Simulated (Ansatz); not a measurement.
**Profile along the Ga–Ag line in GaAg (CsCl type)**

GaAg (CsCl type), conventional cell a = b = c = 3.191 Å, α = β = γ = 90.00°. The calculation uses the primitive cell of 2 atoms, to which meshes and values per cell refer.

Fields along a shortest Ga–Ag line of a {110} plane (2.76 Å), from Ga to Ag, interpolated on the slice's grid (step about 0.2 Å). All values below come from LDA (plane waves to 420 eV, PAW, scalar-relativistic; Ansatz, a program for electronic structure). k mesh 15×15×15. Inside the PAW spheres the values are not all-electron values, and peaks at nuclei hang on which shells count as valence. GaAg was relaxed with its symmetry unable to fall.

| distance from Ga (Å) | valence electron density (e/Å³) | electron localisation function |
|---|---|---|
| 0.00 | 52.28 | x |
| 0.14 | 42.26 | x |
| 0.28 | 22.58 | x |
| 0.41 | 8.50 | x |
| 0.55 | 2.85 | 0.13 |
| 0.69 | 1.15 | 0.23 |
| 0.83 | 0.61 | 0.29 |
| 0.97 | 0.39 | 0.29 |
| 1.10 | 0.29 | 0.29 |
| 1.24 | 0.25 | 0.29 |
| 1.38 | 0.25 | 0.25 |
| 1.52 | 0.30 | 0.21 |
| 1.66 | 0.43 | 0.22 |
| 1.79 | 0.77 | 0.28 |
| 1.93 | 1.66 | 0.38 |
| 2.07 | 3.65 | 0.49 |
| 2.21 | 7.01 | 0.58 |
| 2.35 | 11.39 | x |
| 2.48 | 16.06 | x |
| 2.62 | 19.76 | x |
| 2.76 | 21.18 | x |

x: too close to a nucleus for the ELF to mean much.

Density on the Ga–Ag line (2.76 Å) at its density minimum, 1.3 Å from Ga: 0.25 e/Å³. ELF at that point: 0.3.
